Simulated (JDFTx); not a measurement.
Ta(110) slab cut from bulk Ta (space group Im-3m, indices of the conventional cell, lattice of the Materials Project entry mp-50, not re-optimised): 4 atoms in 4 planes, a 1x1 cell of 7.75 Å² (|a| = 2.866, |b| = 2.866 Å), 6.9 Å between the outermost planes, cell height 23.0 Å, 8×8×1 k mesh, Fermi smearing 0.01 Ha, no spin polarisation.

Profiles through the double layer of this slab, charged, in CANDLE, water, 0.5 M NaF; PBE, GBRV ultrasoft potentials, plane waves to 20/100 Ha, JDFTx (a modified build). z is the height above the outermost atoms, φ the plane-averaged electrostatic potential energy of an electron (zero in the bulk liquid), ρ_b the bound charge of solvent and ions, s the cavity shape function (0 in the solid, 1 in the liquid).

```csv
z (Å),n (e/Å³),s,φ (eV),ρ_b (10⁻³ e/Å³)
1.01,0.1656,0.00,-3.233,0.00
1.48,0.0556,0.00,-2.066,-0.28
1.95,0.0194,0.00,-0.661,-4.37
2.42,0.0061,0.02,-0.129,-4.52
2.89,0.0018,0.18,-0.055,0.47
3.36,0.0005,0.47,-0.041,0.41
3.83,0.0002,0.77,-0.034,0.12
4.30,0.0001,0.96,-0.030,0.04
4.77,0.0000,1.00,-0.027,0.01
5.24,0.0000,1.00,-0.024,0.00
5.71,0.0000,1.00,-0.022,0.00
6.17,0.0000,1.00,-0.020,-0.01
6.64,0.0000,1.00,-0.018,0.00
7.11,0.0000,1.00,-0.016,0.00
7.58,0.0000,1.00,-0.014,0.00
```

**Question.** Is the electrode positively or negatively charged, and roughly by how much?

**Answer.** Positively: σ = 6.2 μC/cm² per face. The liquid's bound charge is of the opposite sign overall, and far from the surface φ decays with the screening length (4.3 Å).
